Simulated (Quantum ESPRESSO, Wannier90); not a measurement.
# Tight-binding from DFT: GeO₂ (rutile)

```xyz
6
Lattice="4.4124 0.0000 0.0000 0.0000 4.4124 0.0000 0.0000 0.0000 2.8765" Properties=species:S:1:pos:R:3 pbc="T T T"
Ge     2.2062     2.2062     1.4383
Ge     0.0000     0.0000     0.0000
O     -1.3492    -1.3492     0.0000
O      1.3492     1.3492     0.0000
O     -0.8570     0.8570     1.4383
O      0.8570    -0.8570     1.4383
```

Materials Project entry mp-470; symmetrised, unrelaxed at this level. COD (Crystallography Open Database) has the formula in 3 space groups, this one among them (matched by group alone). Computed values, not measurements, from PBEsol: Quantum ESPRESSO (norm-conserving PseudoDojo potentials, cutoff 68 Ry, spinors with spin-orbit coupling) on a Γ-centred 4×4×6 mesh, then Wannier90. Density: 8×8×10 mesh, Gaussian smearing 0.01 Ry.

A tight-binding model is made by disentanglement and projection with no localisation steps (num_iter = 0), so the 48 orbitals stay atom-like: hydrogen-like Ge: s;p; O: s;p, axes along x, y, z; frozen window up to 6.68 eV relative to the valence-band maximum. It follows pw.x to 0.8 meV rms for states up to 2.7 eV relative to the valence-band maximum. Matrix elements depend on this choice of orbitals and windows.

The 45 largest hoppings ⟨m,0|H|n,R⟩ between different sites (one of each Hermitian pair; signs follow the real orbitals' lobes; the list may end inside a set of equal values):

```tsv
m	n	R	distance of the centres (Å)	t (eV)	Im t (eV)
O5 s↑	Ge2 pz↑	0 0 0	1.87	-2.553	0.000
O6 s↓	Ge2 pz↓	0 0 1	1.87	2.553	0.000
O5 s↓	Ge2 pz↓	0 0 1	1.87	2.553	0.000
O6 s↓	Ge2 pz↓	0 0 0	1.87	-2.552	0.000
O6 s↑	Ge2 pz↑	0 0 0	1.87	-2.552	0.000
O5 s↑	Ge2 pz↑	0 0 1	1.87	2.552	0.000
O5 s↓	Ge2 pz↓	0 0 0	1.87	-2.552	0.000
O6 s↑	Ge2 pz↑	0 0 1	1.87	2.552	0.000
Ge1 pz↑	O4 s↑	0 0 1	1.87	-2.552	0.000
Ge1 pz↑	O3 s↑	1 1 1	1.87	-2.552	0.000
O4 s↑	Ge1 pz↑	0 0 0	1.87	2.552	0.000
Ge1 pz↑	O3 s↑	1 1 0	1.87	2.552	0.000
Ge1 pz↓	O4 s↓	0 0 1	1.87	-2.552	0.000
O4 s↓	Ge1 pz↓	0 0 0	1.87	2.552	0.000
Ge1 pz↓	O3 s↓	1 1 0	1.87	2.552	0.000
Ge1 pz↓	O3 s↓	1 1 1	1.87	-2.552	0.000
Ge1 px↑	O6 py↑	0 1 0	1.92	-2.291	0.003
Ge1 px↑	O5 py↑	1 0 0	1.92	-2.290	0.003
O4 px↓	Ge2 py↓	0 0 0	1.92	2.290	-0.004
O3 px↓	Ge2 py↓	0 0 0	1.92	2.290	-0.003
O4 py↓	Ge2 px↓	0 0 0	1.92	2.290	0.004
O3 py↓	Ge2 px↓	0 0 0	1.92	2.290	0.003
Ge1 px↓	O6 py↓	0 1 0	1.92	-2.290	-0.004
Ge1 px↓	O5 py↓	1 0 0	1.92	-2.290	-0.004
Ge1 py↓	O5 px↓	1 0 0	1.92	-2.290	0.004
Ge1 py↓	O6 px↓	0 1 0	1.92	-2.290	0.004
Ge1 py↑	O5 px↑	1 0 0	1.92	-2.290	-0.003
O4 px↑	Ge2 py↑	0 0 0	1.92	2.290	0.004
Ge1 py↑	O6 px↑	0 1 0	1.92	-2.290	-0.003
O3 px↑	Ge2 py↑	0 0 0	1.92	2.290	0.004
O3 py↑	Ge2 px↑	0 0 0	1.92	2.290	-0.004
O4 py↑	Ge2 px↑	0 0 0	1.92	2.290	-0.004
Ge1 py↑	O6 s↑	0 1 0	1.92	-2.244	0.000
O3 s↓	Ge2 px↓	0 0 0	1.92	2.244	0.000
O3 s↓	Ge2 py↓	0 0 0	1.92	2.244	0.000
O4 s↓	Ge2 px↓	0 0 0	1.92	-2.244	0.000
O4 s↓	Ge2 py↓	0 0 0	1.92	-2.244	0.000
Ge1 py↑	O5 s↑	1 0 0	1.92	2.244	0.000
Ge1 px↑	O6 s↑	0 1 0	1.92	2.244	0.000
Ge1 px↑	O5 s↑	1 0 0	1.92	-2.244	0.000
O4 s↑	Ge2 px↑	0 0 0	1.92	-2.244	0.000
O3 s↑	Ge2 px↑	0 0 0	1.92	2.244	0.000
O3 s↑	Ge2 py↑	0 0 0	1.92	2.244	0.000
Ge1 py↓	O6 s↓	0 1 0	1.92	-2.244	0.000
O4 s↑	Ge2 py↑	0 0 0	1.92	-2.244	0.000
```
